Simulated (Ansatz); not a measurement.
Ag:
```xyz
8
Lattice="5.2265 0.0000 0.0000 0.0000 5.2265 0.0000 0.0000 0.0000 5.2265" Properties=species:S:1:pos:R:3 pbc="T T T"
Ag     0.0000     0.0000     0.0000
Ag     2.6132     2.6132     2.6132
Ag     1.3066     0.0000     2.6132
Ag     3.9199     0.0000     2.6132
Ag     2.6132     1.3066     0.0000
Ag     2.6132     3.9199     0.0000
Ag     0.0000     2.6132     1.3066
Ag     0.0000     2.6132     3.9199
```

Relaxed with r²SCAN. Special points in fractions of this cell's reciprocal vectors: Γ (0.000, 0.000, 0.000); X (0.000, 0.500, 0.000); M (0.500, 0.500, 0.000); R (0.500, 0.500, 0.500).

Problem. List the band energies nearest the Fermi level at these points for r²SCAN with spin–orbit coupling in the plane-wave PAW code Ansatz.

Solution. In eV from the Fermi level; about four levels below and three above (degenerate sets whole), none deeper than 8.9 eV; points with the same levels are listed once.

```json
[
 {"k": "Γ", "below": "-0.06 -0.06 -0.06 -0.06", "above": "1.01 1.01 1.01 1.01"},
 {"k": "X", "below": "-2.91 -2.91 -2.91 -2.91", "above": "1.05 1.05 1.05 1.05"},
 {"k": "M", "below": "-2.65 -2.65 -2.62 -2.62", "above": "1.50 1.50 2.84 2.84"},
 {"k": "R", "below": "-1.14 -1.14 -1.14 -1.14", "above": "10.54 10.54 10.54 10.54"}
]
```

Space group Pm-3n (A15 (β-W type)). The start of the workflow was typed in or built on a structure type; neither database checked (COD, Materials Project) lists it. It is not the phase usual at ambient conditions (space group No. 225). The cell was relaxed with r²SCAN under the symmetry of its start. At this level the phase is mechanically unstable. The run is not spin-polarised.

Potentials: the earlier of the program's two PAW sets.
